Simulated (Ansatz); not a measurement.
Property card for Si₃N₄

Si3N4:
```xyz
14
Lattice="7.6055 0.0000 0.0000 -3.8028 6.5866 0.0000 0.0000 0.0000 2.9056" Properties=species:S:1:pos:R:3 pbc="T T T"
Si    -1.3817     5.4312     2.1792
Si     5.1844     1.1554     0.7264
Si     2.2111     1.5190     0.7264
Si     1.5916     5.0675     2.1792
Si    -0.2100     2.6744     2.1792
Si     4.0127     3.9121     0.7264
N      0.0000     4.3910     2.1792
N      3.8028     2.1955     0.7264
N      4.8211     4.4109     2.1792
N     -1.0184     2.1756     0.7264
N     -1.4094     6.3807     0.7264
N      5.2122     0.2059     2.1792
N      1.3750     1.9697     2.1792
N      2.4278     4.6168     0.7264
```

Space group P6_3/m (No. 176); conventional cell a = b = 7.6055 Å, c = 2.9056 Å, α = β = 90.00°, γ = 120.00°.

Method: DFT-r²SCAN in the program Ansatz with PAW potentials. Structure relaxed to zero pressure with the same functional. Other levels are named where they apply.

Cell and energy:

```yaml
volume_per_atom: 10.40 Å³
density: 3.20 g/cm³
Formation energy from the elements (no fitted shifts): -1.27 eV/atom
```

Electronic structure:

```yaml
band_gap: 4.99 eV (indirect)
valence_band_maximum: on the Γ–A line, 33 % of the way from Γ
conduction_band_minimum: at Γ
smallest_direct_gap_on_the_standard_path: 5.20 eV
electron_effective_mass: 0.22, 1.4, 1.4 mₑ (principal values)
hole_effective_mass: 0.83, 0.83, 1.7 mₑ (principal values)
HSE06 gap on the r²SCAN cell: 5.77 eV
```

Mechanics:

```yaml
Bulk modulus (Birch–Murnaghan fit): 254 GPa
Pressure derivative B′: 3.8
Elastic constants (relaxed ions, GPa): C11 = 438, C12 = 198, C13 = 114, C33 = 570, C44 = 109
mechanical_stability: stable (all eigenvalues of C positive)
hill_bulk_and_shear_moduli: 255 and 131 GPa
Young's modulus: 336 GPa
Poisson's ratio: 0.28
debye_temperature_from_the_elastic_constants: 973 K
```

Dielectric response:

```yaml
Electronic dielectric constant ε∞ (DFPT): 3.98 (xx = yy), 4.06 (zz)
Static dielectric constant ε0 (ions relaxed, cell fixed): 7.71 (xx = yy), 7.72 (zz)
Born charges (a third of the trace): Si +3.37, N -2.55 to -2.52 e
```

Phonons:

```yaml
Highest zone-centre frequency (without LO–TO term): 1069 cm⁻¹
zone_centre_stability: no imaginary mode at Γ
dynamical_stability_on_the_path: stable (no imaginary branch)
zero_point_energy: 116.2 meV/atom
Vibrational entropy at 300 K: 8.7 J/(K·mol of atoms)
```

Charges:

```yaml
bader_charges: Si +3.21, N -2.41 to -2.40 e
```

The r²SCAN relaxation kept the symmetry of its start. The references are the lowest solids computed at this level, not always the standard phases (solids in place of the gases).

Potentials: the earlier of the program's two PAW sets.
